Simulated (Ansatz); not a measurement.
This Si₅Mo structure is the end of a relaxation. The cell was found from a structure generator's guess, not taken from experiment.

The calculation used DFT PBE, scalar-relativistic, plane waves, PAW (Ansatz 0.2.0). Cutoff 420 eV, Γ-centred mesh, Gaussian smearing, collinear spin.

```cif
data_structure
_symmetry_space_group_name_H-M 'P 1'
_symmetry_Int_Tables_number 1
_cell_length_a 8.1647
_cell_length_b 8.1647
_cell_length_c 2.4563
_cell_angle_alpha 90.000
_cell_angle_beta 90.000
_cell_angle_gamma 120.000
_cell_volume 141.80
loop_
_atom_site_label
_atom_site_type_symbol
_atom_site_fract_x
_atom_site_fract_y
_atom_site_fract_z
_atom_site_occupancy
Si1 Si 0.50000 0.00000 0.00000 1
Si2 Si 0.00000 0.50000 0.00000 1
Si3 Si 0.50000 0.50000 0.00000 1
Si4 Si 0.33333 0.66667 0.00000 1
Si5 Si 0.66667 0.33333 0.00000 1
Mo1 Mo 0.00000 0.00000 0.50000 1
```

Formation energies are uncorrected and refer to the elements' standard structures at the same level.

(1) What space group does it have?

(2) How far does it lie from the elements in energy?

(3) Is it a metal?

(4) Which magnetic moments does it keep?

Results:

(1) P6/mmm (No. 191). Conventional cell: a = 8.165 Å, c = 2.456 Å. Around Si on a site of symmetry mmm lie 4 Si at 2.36–2.46 Å; Si on a site of symmetry -6m2 has 5 Si at 2.36–2.46 Å; Mo has 2 Mo at 2.46 Å.

(2) +1.29 eV/atom. The separate elements lie lower, so it is unstable against them.

(3) Yes, bands cross the Fermi level on the 6×6×16 mesh.

(4) 0.37 μB per atom net, the space between the atoms included; by site: Mo 1.4 μB.

The last run used collinear spin, a 6×6×16 mesh (in the run's order of axes) for its 6-atom cell and Gaussian smearing of 0.10 eV. The magnetic state reached may not be the lowest. A structure relaxed within its symmetry needn't be a true minimum. Another cell of Si5Mo relaxed alike but without spin, in P-6m2, lies 0.95 eV/atom lower, so this cell isn't the stable form at this level.
